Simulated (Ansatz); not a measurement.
## SiMo$_{3}$: a vibration from a frozen displacement

Computed with DFT PBEsol, scalar-relativistic, plane waves, PAW (Ansatz 0.2.0). Settings: plane waves to 420 eV, k-mesh 8×8×8 (Γ-centred), Gaussian smearing 0.15 eV. No spin polarisation. Energies are free energies at this smearing, counted from the undisturbed cell; pressure is positive in compression.

The starting cell (relaxed at this level; it needn't be the usual structure):

```
Si Mo
1.0
     4.86159    0.00000    0.00000
     0.00000    4.86159    0.00000
     0.00000    0.00000    4.86159
Si Mo
2 6
Direct
  0.00000 0.00000 0.00000
  0.50000 0.50000 0.50000
  0.25000 0.00000 0.50000
  0.50000 0.75000 0.00000
  0.75000 0.00000 0.50000
  0.50000 0.25000 0.00000
  0.00000 0.50000 0.75000
  0.00000 0.50000 0.25000
```

Atom 1 (Si) is moved by x along the Cartesian unit vector (0.000, 0.000, 1.000); the cell and all other atoms stay fixed. The cell's volume is 114.90 Å³; the moved atoms weigh 28.085 u together and the others 603.785 u. Some rows repeat others by symmetry and weren't run.

```csv
x (Å),ΔE (meV/cell),total force on the moved atoms along the move (eV/Å),pressure (GPa)
-0.3000,478.59,3.3798,2.1225
-0.2700,383.28,2.9774,1.7179
-0.2400,299.74,2.5952,1.3585
-0.2100,227.39,2.2310,1.0434
-0.1800,165.72,1.8826,0.7717
-0.1500,114.29,1.5478,0.5431
-0.1200,72.73,1.2245,0.3567
-0.0600,18.05,0.6030,0.1094
0.0000,0.00,0.0000,0.0273
0.0600,18.05,-0.6030,0.1094
0.1200,72.73,-1.2245,0.3567
0.1500,114.29,-1.5478,0.5431
0.1800,165.72,-1.8826,0.7717
0.2100,227.39,-2.2310,1.0434
0.2400,299.74,-2.5952,1.3585
0.2700,383.28,-2.9774,1.7179
0.3000,478.59,-3.3798,2.1225
```

Q: What frequency belongs to this motion?

A: The force constant is k = −dF/dx = 10.050 eV/Å², from the parabola through x = -0.0600, 0 and 0.0600. In every cell the moved atoms swing against the rest, so the mass is μ = m₁m₂/(m₁ + m₂) = 26.837 u, and ν̃ = 521.5 cm⁻¹ × √(|k|/μ) = 319 cm⁻¹. The pattern needn't be a normal mode: ν̃² is then a weighted mean of the squared nonzero frequencies at the zone centre of this cell, so it lies between the lowest and the highest of them.

Q: How far does the harmonic law reach?

A: At x = -0.300 Å, kx²/2 = 452.25 meV against the computed 478.59 meV (+5.8 %): the well is still close to harmonic there.

Q: The pressure changes with x². What does that say about the frequency under compression?

A: With E = k(V)x²/2, k ∝ V^(−2γ) and x scaling with the cell as V^(1/3), P − P0 = −∂E/∂V = (2γ − 2/3) ΔE/V. At x = 0.1200 Å, V(P − P0) = 114.90 × 0.32947 / 160.2 eV = 236.29 meV and ΔE = 72.73 meV, so γ = 1/3 + V(P − P0)/(2ΔE) = 1.96. This is the Grüneisen parameter of the motion under uniform scaling of the cell: shrinking the cell evenly by 1 % in volume raises the frequency by about 1.96 %.

In a metal these slopes depend on the k mesh and the smearing.